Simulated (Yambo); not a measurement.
G0W0@PBEsol for Si2N2O (space group Cmc2_1, No. 36) in Yambo (2×2×2 mesh, 7 Ry block, plasmon pole, screening fixed), without a terminator:

```tsv
bands N in G	gap Γ → Γ (eV)	shift of the valence edge (eV)
69	6.588	-0.283
114	6.650	-0.589
174	6.742	-0.772
```

Extrapolate both columns to infinite N with E(N) = E∞ + A/N, test the form, and compare with the terminator.

From two points, E∞ = (N2 E2 − N1 E1)/(N2 − N1). The two largest N give 6.92 eV for the gap and -1.12 eV for the shift; the two smallest give 6.75 eV and -1.06 eV. For the gap the slopes A are -11 and -30 eV: the form isn't reached, and its limit is uncertain. For the shift the slopes A are 53 and 60 eV: the 1/N form holds. With the Bruneval-Gonze terminator and 174 bands the run gives 6.81 eV and -0.99 eV, 0.10 eV and 0.13 eV from the extrapolated values: the terminator too is an estimate of the remainder. Block, mesh and the bands in W are held fixed.

Geometry of the Materials Project entry, not relaxed at this level; primitive cell a = 5.228 Å, b = 5.228 Å, c = 4.859 Å, α = 90.00°, β = 90.00°, γ = 63.53°.

A shift is the quasiparticle energy of the state minus its PBEsol energy.
